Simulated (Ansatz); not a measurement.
Ga₂O₃:
```
Ga2O3
1.0
    2.99315     0.00000     0.00000
   -1.49658     2.59214     0.00000
    0.00000     0.00000     6.97176
Ga O
2 3
Cartesian
  0.00000   1.72810   1.39502
  1.49658   0.86405   5.57674
  0.00000   0.00000   0.00000
  0.00000   1.72810   4.84568
  1.49658   0.86405   2.12608
```

Relaxed with PBEsol. The program Ansatz at the PBEsol level (PAW) gives a gap of 2.47 eV.

**Question.** What gap does HSE06 give on the same cell (Ansatz, PAW)?

**Answer.** 4.20 eV, 1.73 eV more. The hybrid was solved on a coarser mesh and at special points; its gap is the smallest among all of these.

```
k  v1 PBEsol  c1 PBEsol  v1 HSE06  c1 HSE06
-  ---------  ---------  --------  --------
Γ       0.00       2.47      0.00      4.20
A      -0.85       3.40         ?         ?
K      -0.74       6.78         ?         ?
H      -0.87       6.83     -0.89      8.94
M      -0.57       4.36         ?         ?
L      -0.23       4.57         ?         ?
```

**Question.** Top valence (v1) and lowest conduction level (c1) in eV from each method's valence maximum (which need not be a listed point): supply the withheld HSE06 values.

**Answer.** 
- K, v1 HSE06: -0.75
- K, c1 HSE06: 8.88
- A, v1 HSE06: -0.86
- A, c1 HSE06: 5.09
- M, v1 HSE06: -0.64
- M, c1 HSE06: 6.27
- L, v1 HSE06: -0.28
- L, c1 HSE06: 6.49

Cost on shared cores: the PBEsol run (SCF on a 11×11×4 mesh, then bands and DOS) roughly 29 core-seconds, the HSE06 run (SCF on 6×6×3, then a few points) very roughly 2.9 core-minutes; the tasks are unlike.

Space group P-3m1 (La2O3 or Ni2Al3 type). The cell is a constructed one: a structure type filled with these elements; neither database checked (COD, Materials Project) lists it. It is not the phase usual at ambient conditions (space group No. 12, 167). The PBEsol relaxation kept the symmetry of its start. At this level the phase is dynamically unstable (imaginary phonons). Spin–orbit coupling is left out wherever it is not named.

Potentials: the later of the program's two PAW sets.
